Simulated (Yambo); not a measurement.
Yambo run on N (space group Pa-3, No. 205). The wavefunctions are PBEsol (pw.x of Quantum ESPRESSO, ONCV potentials, scalar-relativistic) ones on a 2×2×2 mesh (20 occupied bands); a = b = c = 5.5605 Å, α = β = γ = 90.00°.

Yambo input:

```
rim_cut
gw0
dyson
el_el_corr
HF_and_locXC
cohsex
em1s
RandQpts= 1000000
RandGvec= 1 Ry
EXXRLvcs= 84 Ry
VXCRLvcs= 336 Ry
Chimod= "HARTREE"
% BndsRnXs
 1 | 304 |
%
NGsBlkXs= 8 Ry
% LongDrXs
 1.0 | 1.0 | 1.0 |
%
ExtendOut
% QPkrange
 1 | 1 | 20 | 21 |
 2 | 2 | 20 | 20 |
%
```

k points by index: 1 = Γ, 2 = X.

Resulting energies as the program prints them:

```
#    K-point    Band    Eo [eV]    E [eV]    E-Eo [eV]    Vxc [eV]    Vnlxc [eV]    Sc|Eo [eV]    Re(Z)    Im(Z)
#
    1    20    -0.029547    -5.590455    -5.560908    -17.27213    -23.71100    0.877960    1.000000    0.000000
    1    21    7.211273    9.633245    2.421973    -13.61822    -7.843966    -3.352279    1.000000    0.000000
    2    20    0.000000    -5.561904    -5.561904    -17.36280    -23.78973    0.865024    1.000000    0.000000
```
(The two width columns are left out.) Convergence of these settings isn't established.

Geometry of the Materials Project entry, not relaxed at this level.
